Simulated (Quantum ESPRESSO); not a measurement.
Band energies of KBaYB$_{2}$O$_{6}$

```xyz
11
Lattice="2.7370 1.5802 6.0570 -2.7370 1.5802 6.0570 0.0000 -3.1604 6.0570" Properties=species:S:1:pos:R:3 pbc="T T T"
B      0.0000     0.0000    10.6618
B      0.0000     0.0000     7.4538
O     -1.2073    -0.6970    10.6673
O      0.0000     1.3941    10.6673
O      1.2073    -0.6970    10.6673
O      1.2036     0.6949     7.4638
O      0.0000    -1.3898     7.4638
O     -1.2036     0.6949     7.4638
K      0.0000     0.0000     3.9931
Y      0.0000     0.0000    18.1340
Ba     0.0000     0.0000    14.3971
```

PBEsol (Quantum ESPRESSO, PseudoDojo norm-conserving, 84 Ry, no spin-orbit coupling); path ΓLB1,BZΓX,QFP1Z,LP; energies in eV from the valence-band maximum.

| k (1/Å) | point | band 32 | band 33 | band 34 | band 35 | band 36 | band 37 | band 38 | band 39 |
|---|---|---|---|---|---|---|---|---|---|
| 0.00 | Γ | -1.41 | -1.10 | -1.10 | -0.51 | 0.00 | 3.79 | 4.76 | 5.10 |
| 0.46 |  | -1.52 | -1.33 | -1.27 | -1.00 | -0.45 | 4.58 | 4.93 | 5.41 |
| 0.68 | L | -1.54 | -1.33 | -1.27 | -1.15 | -0.58 | 4.67 | 5.43 | 5.48 |
| 0.93 |  | -1.55 | -1.36 | -1.29 | -1.14 | -0.72 | 4.69 | 5.39 | 5.52 |
| 1.17 | B1 | -1.67 | -1.40 | -1.30 | -1.09 | -0.73 | 4.73 | 5.43 | 5.55 |
| 1.17 | B | -1.67 | -1.40 | -1.30 | -1.09 | -0.73 | 4.73 | 5.43 | 5.55 |
| 1.61 |  | -1.42 | -1.31 | -1.28 | -0.64 | -0.18 | 4.82 | 5.31 | 5.43 |
| 1.83 | Z | -1.29 | -1.22 | -1.22 | -0.49 | -0.03 | 4.73 | 5.27 | 5.27 |
| 2.01 |  | -1.33 | -1.18 | -1.18 | -0.50 | -0.02 | 4.51 | 5.23 | 5.23 |
| 2.35 | Γ | -1.41 | -1.10 | -1.10 | -0.51 | 0.00 | 3.79 | 4.76 | 5.10 |
| 2.68 |  | -1.50 | -1.32 | -1.19 | -0.85 | -0.30 | 4.36 | 4.66 | 5.28 |
| 3.01 |  | -1.65 | -1.36 | -1.26 | -1.15 | -0.73 | 4.67 | 5.33 | 5.50 |
| 3.17 | X | -1.69 | -1.40 | -1.28 | -1.12 | -0.76 | 4.69 | 5.45 | 5.55 |
| 3.17 | Q | -1.69 | -1.40 | -1.28 | -1.12 | -0.76 | 4.69 | 5.45 | 5.55 |
| 3.50 | F | -1.63 | -1.42 | -1.42 | -0.92 | -0.57 | 4.58 | 5.19 | 5.70 |
| 3.50 | P1 | -1.56 | -1.45 | -1.42 | -0.94 | -0.56 | 4.71 | 5.27 | 5.69 |
| 3.79 |  | -1.52 | -1.34 | -1.31 | -0.71 | -0.27 | 4.85 | 5.31 | 5.53 |
| 4.07 | Z | -1.29 | -1.22 | -1.22 | -0.49 | -0.03 | 4.73 | 5.27 | 5.27 |
| 4.07 | L | -1.54 | -1.33 | -1.27 | -1.15 | -0.58 | 4.67 | 5.43 | 5.48 |
| 4.43 | P | -1.56 | -1.45 | -1.42 | -0.94 | -0.56 | 4.71 | 5.27 | 5.69 |

The PBEsol gap is direct, 3.79 eV at Γ.

Geometry of the Materials Project entry, not relaxed at this level.

The structure is a Materials Project entry; no match was found in the copy of COD used, and its stability was not checked.
